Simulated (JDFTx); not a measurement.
Rh(100) slab cut from bulk Rh (space group Fm-3m, indices of the conventional cell, lattice of the Materials Project entry mp-74, not re-optimised): 5 atoms in 5 planes, a (1×1) cell of 7.24 Å² (|a| = 2.691, |b| = 2.691 Å), 7.6 Å between the outermost planes, cell height 26.6 Å, 8×8×1 k mesh, Fermi smearing 0.01 Ha, no spin polarisation.

Adsorbate: CH on both faces at 1.00 monolayer, started bridge and relaxed in vacuum, keeping the symmetry of the start.

Level of theory: PBE, GBRV ultrasoft potentials, plane waves to 20/100 Ha; code: a modified build of JDFTx. The adsorption energy per CH is [E(slab + 2 CH) − E(slab)]/2 − (E(CH4) − 3/2 E(H2)), with the gas molecules relaxed at the same level and slab energies taken as (E + F)/2, the usual estimate of zero smearing. In reaction energies these potentials put H₂ about 0.03 eV too high against large-basis PBE. These are electronic energies without vibrational corrections. Both faces are alike, and the cell allows no reconstruction beyond its size.

**Question.** Predict the adsorption energy and the geometry, and the change of the work function.

**Answer.** 1.48 eV. C sits 0.92 Å above the highest substrate atom, bound to 4 Rh at 2.11 Å; C–H is 1.10 Å. The work function goes from 5.02 to 3.53 eV. In linear PCM (GLSSA13), water, 1 M NaCl, at zero charge, the adsorption energy is 1.48 eV and the potential of zero charge moves from 0.33 to -1.00 V vs SHE (4.44 V convention).
